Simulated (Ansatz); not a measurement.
Starting cell, CoSn (CoSn type, space group P6/mmm):

```
CoSn
1.0
    5.29399     0.00000     0.00000
   -2.64700     4.58473     0.00000
    0.00000     0.00000     4.23543
Co Sn
3 3
Direct
  0.50000   0.00000   0.00000
  0.50000   0.50000   0.00000
  0.00000   0.50000   0.00000
  0.00000   0.00000   0.00000
  0.33333   0.66667   0.50000
  0.66667   0.33333   0.50000
```

Scan: atom 2 (Co, nearest neighbour Sn at 2.612 Å; its periodic images, 4.2 Å or more away, move with it) is displaced along Cartesian [110], direction (0.707, 0.707, 0.000) in Cartesian axes, by s. The other atoms stay.

Level of theory: PBE (plane waves to 420 eV, PAW, scalar-relativistic; Ansatz, a first-principles code). k mesh 8×8×9 (Γ-centred), Fermi-Dirac smearing 0.05 eV. The energy includes the smearing's −TS. With partly filled bands, energies and forces of such displacements shift with the k mesh and the smearing. CoSn is run without spin polarisation. CoSn was relaxed with its symmetry unable to fall. ΔE is measured from the undisplaced structure. The last digit holds for this mesh only.

```csv
s (Å),ΔE (meV/cell)
-0.260,218.9
-0.208,133.6
-0.156,72.4
-0.104,31.3
-0.052,7.7
0.000,0.0
0.052,7.7
0.104,31.3
0.156,72.4
0.208,133.6
0.260,218.9
```

Task: What force constant k = d²E/ds² at s = 0 does the table give?

Result: 5.7 eV/Å². It is the second difference of the nearest points, corrected with the next pair.

Task: With k = 5.65 eV/Å² from the forces, is the well harmonic out to s = 0.260 Å?

Result: ½ks² = 191 meV/cell against the computed 219 meV/cell, so the well is stiffer than harmonic there.

(A displaced cell: forces are minus the slopes of the energy, force constants its curvatures, and phonons follow from these.)
